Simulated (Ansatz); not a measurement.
One crystal and one scan (scan of one atom of the cell) at two levels, PBE (plane waves to 420 eV, PAW, scalar-relativistic; Ansatz, a quantum-chemistry and plane-wave program) and r2SCAN (plane waves to 500 eV, PAW, scalar-relativistic; Ansatz), each from its own relaxed cell and on its own mesh. The cell shown is that of PBE.

Starting cell, MgH2 (rutile):

```
CELL_PARAMETERS angstrom
      4.51729     0.00000     0.00000
      0.00000     4.51729     0.00000
      0.00000     0.00000     3.01286
ATOMIC_POSITIONS crystal
  Mg 0.00000 0.00000 0.00000
  Mg 0.50000 0.50000 0.50000
  H  0.30441 0.30441 0.00000
  H  0.80441 0.19559 0.50000
  H  0.19559 0.80441 0.50000
  H  0.69559 0.69559 0.00000
```

In this cell atom 5 (H, nearest neighbour Mg at 1.945 Å; its periodic images, 3.0 Å or more away, move with it) is moved by s along Cartesian x, unit vector (1.000, 0.000, 0.000); all other atoms and the cell stay fixed.

The energy includes the smearing's −TS. MgH2 was relaxed with its symmetry unable to fall. Both scans cover s from -0.580 to 0.580 Å.

ΔE (meV/cell), each from the undisplaced structure of its own level:

| s (Å) | PBE | r2SCAN |
|---|---|---|
| -0.580 | 480 | 528 |
| -0.464 | 324 | 356 |
| -0.348 | 191 | 210 |
| -0.232 | 89 | 97 |
| -0.116 | 23 | 25 |
| 0.000 | 0 | 0 |
| 0.116 | 25 | 27 |
| 0.232 | 101 | 110 |
| 0.348 | 232 | 253 |
| 0.464 | 418 | 456 |
| 0.580 | 658 | withheld |

Q: Estimate the r2SCAN value at 0.580 from the PBE value there and the ratio of the two levels in the two nearest given rows on that side of the minimum.

A: At 0.464 and 0.348 the ratio r2SCAN/PBE averages 1.091, which gives 1.091 × 658 = 718 meV/cell. The calculation gives 716 meV/cell, +8.8 % against PBE.

(For displaced atoms, the force is minus the slope of the energy, and its curvature is a force constant, which sets phonon frequencies.)
